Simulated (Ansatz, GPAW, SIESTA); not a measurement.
# GaSb3: programs and potentials compared

```
CELL_PARAMETERS angstrom
0.00000 3.73060 3.73060
3.73060 0.00000 3.73060
3.73060 3.73060 0.00000
ATOMIC_POSITIONS crystal
Sb 0.50000 0.50000 0.50000
Sb 0.75000 0.75000 0.75000
Sb 0.25000 0.25000 0.25000
Ga 0.00000 0.00000 0.00000
```

The cell comes from a database or a generator and needn't be the stable form of this composition.

Alike in all runs: task band structure; functional PBEsol; k mesh 6 × 6 × 6; occupations fermi-dirac, width 0.05 eV; no spin polarisation; no spin-orbit coupling. Pressure is positive in compression and, in plane waves, holds the error of the finite cutoff.

```tsv
program and potentials	plane-wave cutoff (eV)	notes	pressure (GPa)
GPAW, PAW data sets generated for this functional	600	12 valence electrons an atom on average	-3.76
SIESTA, files PseudoDojo sr-pbesol-0.4.1-standard, DZP (energy shift 0.003 Ry; two zetas on semicore shells)	-	atomic basis; 14.5 valence electrons an atom on average	-2.07
Ansatz, all-electron LAPW, scalar-relativistic	-	-	-3.43
```

The pressure spans -3.76 (GPAW, PAW data sets generated for this functional) to -2.07 GPa (SIESTA, files PseudoDojo sr-pbesol-0.4.1-standard, DZP (energy shift 0.003 Ry; two zetas on semicore shells)), with all-electron results at -3.43. Rows in atomic bases carry the error of their basis and grid, which can be large.

The functional is the same throughout but for its coding, so the spread measures potentials, basis and numerics; runs on potential files found faulty are left out.
